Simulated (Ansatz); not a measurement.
YNbN3 (cubic perovskite, Pm-3m) at seven volumes, PBEsol (plane waves, PAW; program Ansatz), scaled uniformly. One row is withheld.

| V (Å³/atom) | P (GPa) |
|---|---|
| 11.743 | ? |
| 12.130 | 14.53 |
| 12.517 | 6.63 |
| 12.904 | 0.01 |
| 13.291 | -5.70 |
| 13.678 | -10.69 |
| 14.065 | -15.08 |

Q: Fit the shown pressures and predict the withheld one.

A: Third-order Birch–Murnaghan: P = (3/2)B₀(x^(7/2) − x^(5/2))[1 + (3/4)(B′ − 4)(x − 1)] with x = (V₀/V)^(2/3). Least squares on the six rows gives V₀ = 12.905 Å³/atom, B₀ = 207.0 GPa, B′ = 3.94. At V = 11.743, x = 1.0649 and P = 23.52 GPa. The run itself gave 23.76 GPa.

The start of the workflow was typed in or built on a structure type; neither database checked (COD, Materials Project) lists it. Whether it is the stable phase at ambient conditions was not checked. Symmetry was held in the PBEsol relaxation. At this level the phase is dynamically unstable (imaginary phonons). The workflow began spin-polarised and lost its moments.

Potentials: the later of the program's two PAW sets.
